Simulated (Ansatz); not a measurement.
Property card for Ga₃Mo

Ga$_{3}$Mo:
```
CELL_PARAMETERS angstrom
     -1.87208     1.87208     4.22092
      1.87208    -1.87208     4.22092
      1.87208     1.87208    -4.22092
ATOMIC_POSITIONS crystal
  Ga 0.50000 0.50000 0.00000
  Ga 0.75000 0.25000 0.50000
  Ga 0.25000 0.75000 0.50000
  Mo 0.00000 0.00000 0.00000
```

Space group I4/mmm (No. 139); conventional cell a = 3.744 Å, b = 3.744 Å, c = 8.442 Å, α = 90.00°, β = 90.00°, γ = 90.00°.

Method: DFT-PBEsol in the program Ansatz with PAW potentials. The cell and atoms are relaxed at this level. Other levels are named where they apply.

Cell and energy:

```yaml
volume_per_atom: 14.79 Å³
density: 8.56 g/cm³
Formation energy from the elements (no fitted shifts): -0.10 eV/atom
```

Electronic structure:

```yaml
electronic_character: metallic (no gap)
Density of states at the Fermi level: 0.77 states/eV per atom (mean over ±0.08 eV)
Gap with spin–orbit coupling: none (metallic)
```

Mechanics:

```yaml
Bulk modulus (Birch–Murnaghan fit): 147 GPa
Pressure derivative B′: 4.8
```

Phonons:

```yaml
highest_zone_centre_frequency: 225 cm^-1
zone_centre_stability: no imaginary mode at Γ
```

The cell is a constructed one: a structure type filled with these elements; neither database checked (COD, Materials Project) lists it. Its standing as an ambient phase is unchecked. Symmetry was held in the PBEsol relaxation. No spin polarisation was allowed. As this level gives no gap, phonon frequencies hold no LO–TO term and depend on the k-mesh and smearing (Fermi–Dirac, 0.1 eV here). Axis ratios of metals converge slowly with the k-mesh, so a and c are less sure than the volume. The references are the lowest solids computed at this level, not always the standard phases. Spin–orbit coupling is left out wherever it is not named.

Potentials: the earlier of the program's two PAW sets. The files were generated under PBE; for other functionals the program regenerates the frozen cores, and for LDA and PBEsol the local potential too.
